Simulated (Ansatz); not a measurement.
## Field gradients of CsPbBr3 with Sr replacing Cs from run to run

Cell of run 1: a supercell of CsPbBr3 (cubic perovskite type, Pm-3m) built from a COD entry, with all atoms left at the host's positions.

Space group Im-3m (No. 229); a = 11.7400 Å.

```
site  Wyckoff  site symmetry       x       y       z
  Sr       2a           m-3m  0.0000  0.0000  0.0000
  Cs       6b         4/mm.m  0.0000  0.0000  0.5000
  Pb       8c           .-3m  0.2500  0.2500  0.2500
  Br      24h           m.m2  0.0000  0.2500  0.2500
```

One atom of each set is listed; the run and its k-mesh use a cell of 20 atoms with edges of 10.17, 10.17, 10.17 Å.

Relaxed positions (PBE, cell held):

Sr (0.0000, 0.0000, 0.0000)
Cs (0.0000, 0.0000, 0.5000)
Pb (0.2500, 0.2500, 0.2500)
Br (0.0000, 0.2298, 0.2298)

All runs are DFT with Ansatz 0.2.0 (plane waves and PAW, scalar-relativistic unless spin–orbit coupling is named, Γ-centred meshes, Fermi–Dirac smearing where given) in this cell, at cell charge +1.

Run 1: PBE, atoms at the host's positions; 420 eV, 2×2×2 k-points, smearing 0.01 eV.
Run 2: PBE, atoms relaxed; 420 eV, 2×2×2 k-points, smearing 0.01 eV.
Run 3: r2SCAN, at the relaxed atoms; 500 eV, 2×2×2 k-points, smearing 0.01 eV.

| run | Cs V_zz (η) | Pb V_zz (η) | Br V_zz (η) |
| --- | --- | --- | --- |
| 1 | <0.005 (–) | -0.009 (0.00) | 17.06 (0.44) |
| 2 | ? | ? | ? |
| 3 | -3.02 (0.00) | -8.00 (0.00) | 14.68 (0.50) |

V_zz in 10²¹ V/m²; 3 of the 4 sets of like atoms are followed.

Task: Estimate the row of run 2.

Result: Cs: -3.01 (0.00); Pb: -8.20 (0.00); Br: 16.11 (0.47). It lies nearest to run 3, from whose tensors on these sites it differs by 1.43 at most (largest principal value of the difference, on Br). Taken one at a time, the positions of the atoms (as given or relaxed) move the tensors on these sites by up to 8.19 (largest principal value of the change, on Pb), the functional (r2SCAN with its higher cutoff) by 1.43 (Br). The defect's own atom has next to no gradient in any run.

The defect repeats with the cell of 20 atoms, so it feels its images: sites between two images don't show the values beside a lone defect, and zeros or small values of η there can come from the images' arrangement. Br carries a gradient in the pure host already, so the values there aren't the defect's effect alone. This high-symmetry form of CsPbBr3 is unstable when cold, to tilts of the octahedra. The symmetry of the cell holds that distortion back, wholly or in part, and it would change the field gradients, the more the larger the distortion. A uniform background compensates the cell's charge. Without spin–orbit coupling the gradients at and beside Pb can be off by some per cent, at some sites by more. The relaxation keeps the site symmetry m-3m of the start, so the impurity can't leave its site; a start off the site could end lower. Leaving out spin–orbit coupling shifts gradients on Pb by a few per cent, and by more where contributions nearly cancel. In run 1 the atoms aren't at the calculated equilibrium (largest force 0.28 eV/Å).
